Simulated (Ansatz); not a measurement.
Here is the system:

CuCl:
```cif
data_Cl4Cu4
_chemical_formula_sum 'Cu4 Cl4'
_space_group_name_H-M_alt 'F-43m'
_space_group_IT_number 216
_space_group_name_Hall 'F -4 2 3'
_cell_length_a 5.42407
_cell_length_b 5.42407
_cell_length_c 5.42407
_cell_angle_alpha 90.000
_cell_angle_beta 90.000
_cell_angle_gamma 90.000
loop_
_atom_site_label
_atom_site_type_symbol
_atom_site_symmetry_multiplicity
_atom_site_Wyckoff_symbol
_atom_site_fract_x
_atom_site_fract_y
_atom_site_fract_z
_atom_site_occupancy
Cu1 Cu 4 a 0.00000 0.00000 0.00000 1
Cl1 Cl 4 c 0.25000 0.25000 0.25000 1
```
(The calculation used a cell of 2 atoms; values per cell refer to that cell.)

This is the PBE-relaxed structure.

Problem. All from the program Ansatz at the PBE level (PAW), unless another level is named. Predict the hole effective mass, band 2 of 3 at the edge.

Solution. 1.6 along [100], 1.6 along [110], 3.2 along [111] (mₑ).

Problem. What about the hole effective mass, band 3 of 3 at the edge?

Solution. 0.39 along [100], 0.33 along [110], 0.31 along [111] (mₑ).

Problem. What about the formation energy from the elements (no fitted shifts)?

Solution. -0.38 eV/atom.

Problem. Predict the band gap.

Solution. 0.53 eV (direct).

Problem. Give the weight of the valence-edge state by species (Voronoi cells).

Solution. Cu 77 %, Cl 23 %.

Problem. Give the valence-band maximum.

Solution. at Γ.

Symmetry was held in the PBE relaxation. No spin polarisation was allowed. The references are the lowest solids computed at this level, not always the standard phases (solids in place of the gases).

Potentials: the later of the program's two PAW sets.
